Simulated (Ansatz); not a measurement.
# Compressing CaZn: a fit and a missing row

CaZn, Pm-3m, a = 3.653 Å. The structure is a Materials Project entry; whether it is the stable form wasn't checked. Ansatz: r2SCAN, PAW, 500 eV, Γ-centred 12×12×12 mesh on 2 atoms, Gaussian smearing 0.10 eV; no spin polarisation. Symmetry fixes shape and atoms, so the cell is only scaled; pressure is positive in compression.

| V (Å³/atom) | P (GPa) |
| --- | --- |
| 22.909 | ? |
| 23.640 | 1.21 |
| 24.371 | 0.02 |
| 25.103 | -0.99 |
| 25.834 | -1.86 |

Question: Take V0 = 24.371 Å³/atom, count pressures from its P0 = 0.02 GPa, fit the third-order Birch–Murnaghan form to the other rows, and predict the missing pressure.

Answer: With the Eulerian strain f = ½[(V0/V)^(2/3) − 1] and y = (P − P0)/[3f(1 + 2f)^(5/2)], the form is the line y = B0 + 1.5 B0 (B0′ − 4) f. Rows (f, y): 0.01025, 36.8; -0.00977, 36.2; -0.01906, 36.2. Means f = -0.006193, y = 36.400; Σ(Δf)² = 0.0004487, ΣΔfΔy = 0.009866; the slope is their ratio. y = 36.54 + 21.99 f GPa, so B0 = 36.5 GPa and B0′ = 4 + 2 × (21.99)/(3 × 36.54) = 4.40. At V = 22.909, f = 0.02105, y = 37.00 and P = 2.61 GPa. The run gave 2.60 GPa, so the fit is 0.01 GPa too high, a small miss on the scale of the series. The form still works here, 33 % of the fitted range beyond its end.